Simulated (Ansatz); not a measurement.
HfC:
```
HfC
1.0
    0.00000     2.51330     2.51330
    2.51330     0.00000     2.51330
    2.51330     2.51330     0.00000
Hf C
1 1
Direct
  0.00000   0.00000   0.00000
  0.25000   0.25000   0.25000
```

Relaxed with r²SCAN.

### Question
Map the electron localisation function on the plane through (0.000, 0.000, 0.000) spanned by u = [1, 0, 0] and v = [-1, 1, 1] in lattice vectors, from DFT-r²SCAN in the program Ansatz with PAW potentials.

### Answer
x is the fraction of u, y of v (the angle between them is 90°; rows are the nearest grid lines); atoms in the plane: Hf at (0.00, 0.00), C at (0.50, 0.25).
```
|%@@@*:.-*#*-.:*@@@%|
|@@@@#: .-+-. :#@@@@|
|@@@@*:  .:.  :*@@@@|
|@@%#=.   .   .=#%@@|
|*+=-.         .-=+*|
|...             ...|
|                   |
|                   |
|                   |
|      .......      |
|     .:-----:.     |
|    .:=+***+=:.    |
|   .-+*#%%%#*+-.   |
|  .-+#%%@@@%%#+-.  |
|  :=#%%@@@@@%%#=:  |
| .-*#%@@%%%@@%#*-. |
|  -*%@@#+=+#@@%*-  |
|  :*%@%*. .*%@%*:  |
|...:+%@#-.-#@%+:...|
|*+-:-*@@###@@*-:-+*|
|@%#=:=#@@@@@#=:=#%@|
|@@@#-:=%@@@%=:-#@@@|
|@@@%+::+%%%+::+%@@@|
|%@@@*:.-*#*-.:*@@@%|
```
Scale: ten equal steps from 0.048 (start of ' ') to 0.863 (end of '@'), in the order ' .:-=+*#%@'; x runs from 0.000 to 1.00, y from 0.000 (bottom) to 1.00 (top).

The density is the valence pseudo-density with augmentation charge, so density and ELF within about 1 Å of a nucleus are not all-electron values.

Space group F-43m (zinc blende). The start of the workflow was typed in or built on a structure type; neither database checked (COD, Materials Project) lists it. It is not the phase usual at ambient conditions (space group No. 225). The r²SCAN relaxation kept the symmetry of its start; whether a distortion lowers the energy is not shown. The run is not spin-polarised. Spin–orbit coupling is left out wherever it is not named.

Potentials: the later of the program's two PAW sets.
